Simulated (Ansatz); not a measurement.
Input:

Ta$_{2}$H:
```
Ta2H
1.0
    1.71111    -2.37089     0.00000
    1.71111     2.37089     0.00000
    0.00000     0.00000     4.76731
Ta H
2 1
Cartesian
  0.85555   1.18544   1.25781
  0.85555  -1.18544   3.50950
  0.00000   0.00000   0.00000
```

This is the r²SCAN-relaxed structure.

All from r²SCAN in the plane-wave PAW code Ansatz, unless another level is named. Predict the electronic character.

metallic (no gap).

And the formation energy from the elements (no fitted shifts)?

-0.19 eV/atom.

And the density of states at the Fermi level?

0.48 states/eV per atom (mean over ±0.08 eV).

Space group C222. The workflow started from a Materials Project entry (that database holds measured and hypothetical structures alike); the Crystallography Open Database copy checked does not list it. Whether it is the stable phase at ambient conditions was not checked. Symmetry was held in the r²SCAN relaxation; whether a distortion lowers the energy is not shown. The run is not spin-polarised. The references are the lowest solids computed at this level, not always the standard phases (solids in place of the gases). Scalar-relativistic: spin–orbit coupling is off unless named, which matters more the heavier the elements.

Potentials: the later of the program's two PAW sets.
